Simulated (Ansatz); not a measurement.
Input:

Ca₂BeN₂:
```cif
data_BeCa2N2
_chemical_formula_sum 'Ca2 Be1 N2'
_space_group_name_H-M_alt 'P 1'
_space_group_IT_number 1
_cell_length_a 6.29861
_cell_length_b 6.29861
_cell_length_c 6.29861
_cell_angle_alpha 147.151
_cell_angle_beta 147.151
_cell_angle_gamma 47.140
loop_
_space_group_symop_operation_xyz
  'x, y, z'
loop_
_atom_site_label
_atom_site_type_symbol
_atom_site_fract_x
_atom_site_fract_y
_atom_site_fract_z
_atom_site_occupancy
Ca1 Ca 0.65554 0.65554 0.00000 1
Ca2 Ca 0.34446 0.34446 0.00000 1
Be1 Be 0.00000 0.00000 0.00000 1
N1 N 0.86633 0.86633 0.00000 1
N2 N 0.13367 0.13367 0.00000 1
```

This is the PBE-relaxed structure.

Q: All from DFT-PBE in the program Ansatz with PAW potentials, unless another level is named. Estimate the electron effective mass.

A: 0.26, 0.34, 0.34 mₑ (principal values).

Q: Predict the smallest direct gap on the standard path.

A: 1.09 eV.

Q: What about the band gap?

A: 1.03 eV (indirect).

Q: Predict the formation energy from the elements (no fitted shifts).

A: -92 kJ/mol-atom.

Q: Give the conduction-band minimum.

A: at Γ.

Q: And the valence-band maximum?

A: at M.

Space group I4/mmm. The start of the workflow was typed in or built on a structure type; neither database checked (COD, Materials Project) lists it. Its standing as an ambient phase is unchecked. Symmetry was held in the PBE relaxation; its stability against distortions is not shown here. The references are the lowest solids computed at this level, not always the standard phases (solids in place of the gases).

Potentials: the earlier of the program's two PAW sets.
